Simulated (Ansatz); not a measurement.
ErC₄: computed properties

Level of theory: DFT PBE, scalar-relativistic, plane waves, PAW, and for the lanthanide a 4f-in-core norm-conserving potential (Ansatz).

Plane waves to 770 eV, a k mesh through Γ of 12×12×8 on the computed 5-atom cell and Gaussian smearing (0.10 eV); no spin polarisation.

The structure is relaxed at this level of theory with its symmetry kept, and needn't be the ground state of this composition.

Space group P4/mmm (No. 123), tetragonal, a = 3.441 Å, c = 5.306 Å. Er has 4 C at 2.43 Å and 8 C at 2.78 Å; C on a site of symmetry 4mm is surrounded by 2 C at 1.30–1.35 Å, 1 C at 2.60 Å, 1 C at 2.70 Å and 4 Er at 2.78 Å; C on a site of symmetry 4/mmm is surrounded by 2 C at 1.35 Å and 4 Er at 2.43 Å; C on a second site of symmetry 4/mmm has 2 C at 1.30 Å.

| Quantity | Value |
| --- | --- |
| Volume per atom | 12.56 Å³ |
| Kohn–Sham band gap | none (metal) |
| Density of states at the Fermi level | 1.3 states/eV per cell |

Spin-orbit coupling is left out, which matters for the bands of heavy elements.

The cell was found from a structure generator's guess, not taken from experiment.

The lanthanide is trivalent by construction, without f bands, f moments or other valences.
